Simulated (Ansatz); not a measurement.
## SiO2: computed property card

SiO2:
```yaml
crystal:
  lattice:
    - [5.03592, 0.00000, 0.00000]
    - [-2.51796, 4.36123, 0.00000]
    - [0.00000, 0.00000, 8.56506]
  atoms:
    - { symbol: Si, position: [0.66667, 0.33333, 0.93705] }
    - { symbol: Si, position: [0.33333, 0.66667, 0.43705] }
    - { symbol: Si, position: [0.66667, 0.33333, 0.56295] }
    - { symbol: Si, position: [0.33333, 0.66667, 0.06295] }
    - { symbol: O, position: [0.00000, 0.41327, 0.00000] }
    - { symbol: O, position: [0.58673, 0.00000, 0.50000] }
    - { symbol: O, position: [0.58673, 0.58673, 0.00000] }
    - { symbol: O, position: [0.00000, 0.58673, 0.50000] }
    - { symbol: O, position: [0.41327, 0.00000, 0.00000] }
    - { symbol: O, position: [0.41327, 0.41327, 0.50000] }
    - { symbol: O, position: [0.66667, 0.33333, 0.75000] }
    - { symbol: O, position: [0.33333, 0.66667, 0.25000] }
```

Space group P6_322 (No. 182); conventional cell a = b = 5.036 Å, c = 8.565 Å, α = β = 90.00°, γ = 120.00°.

Method: r²SCAN (plane waves, PAW; program Ansatz). Structure relaxed to zero pressure with the same functional. Other levels are named where they apply.

Cell and energy:

| Item | Value |
|---|---|
| Volume per atom | 15.68 Å³ |
| Density | 2.12 g/cm³ |
| Formation energy from the elements (no fitted shifts) | -2.98 eV/atom |

Electronic structure:

| Quantity | Value |
|---|---|
| Band gap | 6.17 eV (indirect) |
| Valence-band maximum | on the Γ–A line, 38 % of the way from Γ |
| Conduction-band minimum | at Γ |
| Smallest direct gap on the standard path | 6.22 eV |
| Electron effective mass | 0.57 mₑ (isotropic) |
| Hole effective mass | 0.98, 2.6, 2.6 mₑ (principal values) |
| HSE06 gap on the r²SCAN cell | 7.32 eV |

Mechanics:

| Quantity | Value |
|---|---|
| Bulk modulus (Birch–Murnaghan fit) | 35.4 GPa |
| Pressure derivative B′ | 4.0 |

Charges:

| Item | Value |
|---|---|
| Bader charges | Si +3.37, O -1.69 e |

The first step of the workflow began from a Materials Project structure, measured or hypothetical; the Crystallography Open Database copy checked does not list it. It is not the phase usual at ambient conditions (space group No. 92, 152, 154). The cell was relaxed with r²SCAN under the symmetry of its start; whether a distortion lowers the energy is not shown. The references are the lowest solids computed at this level, not always the standard phases (solids in place of the gases).

Potentials: the later of the program's two PAW sets.
